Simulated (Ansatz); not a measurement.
A film clamped to a substrate in Li

Level of theory: DFT r2SCAN, scalar-relativistic, plane waves, PAW in Ansatz 0.2.0. Cutoff 500 eV, Γ-centred 18×18×18 k-points, Gaussian smearing of 0.15 eV. No spin polarisation. Energies are free energies at this smearing, counted from the undisturbed cell; pressure is positive in compression.

The starting cell (as given, not relaxed at this level; it stands at -0.2 GPa; this fcc form isn't the usual structure):

```
CELL_PARAMETERS angstrom
0.00000 2.20200 2.20200
2.20200 0.00000 2.20200
2.20200 2.20200 0.00000
ATOMIC_POSITIONS crystal
Li 0.00000 0.00000 0.00000
```

The cell (1 atom, V0 = 21.35 Å³) is strained by p along both x and y and by q along z, fractional coordinates fixed. τp = (1/V0) ∂E/∂p = (σxx + σyy)(1 + p)(1 + q) and τq = (1/V0) ∂E/∂q = σzz(1 + p)², with tension positive.

```csv
p,q,ΔE (meV/atom),τp (GPa),τq (GPa)
0.000,0.000,0.00,0.48,0.24
-0.050,0.000,6.62,-2.64,-0.90
0.050,0.000,11.14,2.72,1.25
0.000,-0.050,1.24,-0.72,-0.60
0.000,0.050,4.05,1.44,0.97
```

Question: Get the second derivatives of the energy density.

Answer: Central differences give A = ∂τp/∂p = 54 GPa (C11 + C22 + 2 C12), C = ∂τq/∂q = 15.7 GPa (C33) and the cross term B = ∂τq/∂p = 21.5 GPa (C13 + C23); ∂τp/∂q = 21.6 GPa must equal B, and any difference shows higher-order terms. Steps this large leave an error of some per cent of A or C in all of these, which can swamp a small B. The ions are clamped. In a cubic crystal C11 = C = 15.7, C12 = B/2 = 10.7 GPa and A should be 2(C11 + C12) = 53 GPa; the bulk modulus is (C11 + 2 C12)/3 = 12.4 GPa.

Question: A film of this crystal grows with z along the normal on a substrate that imposes p. How does its thickness respond, and what does the misfit cost?

Answer: Count p and q from the stress-free cell. A free surface needs τq = 0, so q = −(B/C) p = -1.37 p. The energy density left is (A − B²/C) p²/2 = M p², with the biaxial modulus M = 12.1 GPa; a misfit of 1 % costs 0.16 meV/atom, against 0.36 meV/atom if the thickness were held.

In a metal these slopes depend on the k mesh and the smearing.